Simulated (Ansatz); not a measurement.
SiGe3, ordered on the diamond lattice (R3m) with 4 atoms a cell, relaxed with r2SCAN: 3 runs in the PAW code Ansatz, each a calculation of independent-particle optics. It is trigonal, R3m (No. 160); a = 3.968 Å, c = 19.402 Å in the conventional setting, 22.04 Å³ an atom. Si is surrounded by 4 Ge at 2.40–2.42 Å; Ge is surrounded by 4 Ge at 2.44–2.46 Å; Ge is surrounded by 3 Si at 2.42 Å and 1 Ge at 2.46 Å; Ge is surrounded by 1 Si at 2.40 Å and 3 Ge at 2.44 Å. Spin-unpolarised throughout. Whether this structure exists isn't addressed.

```yaml
crystal:
  lattice:
    - [1.98389, 1.14540, 6.46719]
    - [-1.98389, 1.14540, 6.46719]
    - [0.00000, -2.29080, 6.46719]
  atoms:
    - { symbol: Si, position: [0.00009, 0.00009, 0.00009] }
    - { symbol: Ge, position: [0.50005, 0.50005, 0.50005] }
    - { symbol: Ge, position: [0.37341, 0.37341, 0.37341] }
    - { symbol: Ge, position: [0.87646, 0.87646, 0.87646] }
```

On meshes this coarse, single peaks can be features of the mesh. No local fields, no excitons; the zone sum runs over the cells of the mesh, and ε∞ includes the bands left out of the spectrum. Up to four peaks are listed, those above 15 % of the tallest and inside the complete range; the four can differ from row to row.

```
functional  k mesh  broadening (eV)    scissors (eV)  range (eV)  direct gap on the mesh before scissors (eV)  ε∞ xx  ε∞ yy  ε∞ zz  complete up to (eV)  tallest peaks of mean ε₂ (eV)
       PBE   6×6×6              0.1             0.00        0–12                                         0.39  17.87  17.87  17.72                 12.0                 1.95 3.75 5.00
    r2SCAN   6×6×6              0.1             0.00        0–12                                         0.69  14.73  14.73  14.74                 12.0                 2.30 4.15 5.35
       PBE   6×6×6              0.1  0.69 (to HSE06)        0–12                                         0.39  14.55  14.55  14.49                 12.0                 2.65 4.45 5.65
```

Spin-orbit coupling is left out.
